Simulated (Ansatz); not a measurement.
**Phonon spectrum of Sn2Ge**

Level of theory: Ansatz 0.2.0, DFT LDA, scalar-relativistic, plane waves, PAW. Settings: 420 eV plane-wave cutoff, Γ-centred 12×12×12 mesh, Fermi-Dirac smearing of 0.15 eV. No spin polarisation. Phonons by linear response, acoustic sum rule imposed.

Relaxed structure:
```xyz
3
Lattice="0.0000 3.3993 3.3993 3.3993 0.0000 3.3993 3.3993 3.3993 0.0000" Properties=species:S:1:pos:R:3 pbc="T T T"
Sn    5.0989    5.0989    5.0989
Sn    1.6996    1.6996    1.6996
Ge    0.0000    0.0000    0.0000
```

The cell was built by swapping an element in a database structure (itself possibly hypothetical) and relaxing; it need not be the stable form of this composition. In a metal, frequencies and elastic constants depend on the k mesh and the smearing, soft modes and shear constants most.

Force constants from linear response on a 4×4×4 q mesh.

(1) Is the structure dynamically stable on this mesh?

(2) Give the frequencies (cm⁻¹; i marks imaginary ones) at the irreducible q points, in fractions of the reciprocal vectors.

## Answers

(1) No: at q = (0.250, -0.500, -0.250) a mode is imaginary, 18i cm⁻¹.

(2)
```
                  q star frequencies
  0.000 0.000 0.000     1       0 0 0 91 91 91 127 127 127
  0.000 0.000 0.250     8    10 10 52 74 86 86 127 127 132
 0.000 0.000 -0.500     4    17 17 50 79 79 87 122 128 128
  0.000 0.250 0.250     6  10i 10i 66 76 76 82 119 128 128
 0.000 0.250 -0.500    24     5 16 48 66 70 88 122 131 133
 0.000 0.250 -0.250    12   10i 6i 55 59 83 86 128 131 134
0.000 -0.500 -0.500     3    30 30 59 60 60 92 112 127 127
0.250 -0.500 -0.250     6   18i 36 36 51 63 94 128 128 134
```

Cost: 1 run of about 110 core-minutes, on Arm Neoverse V1 (shared hosts).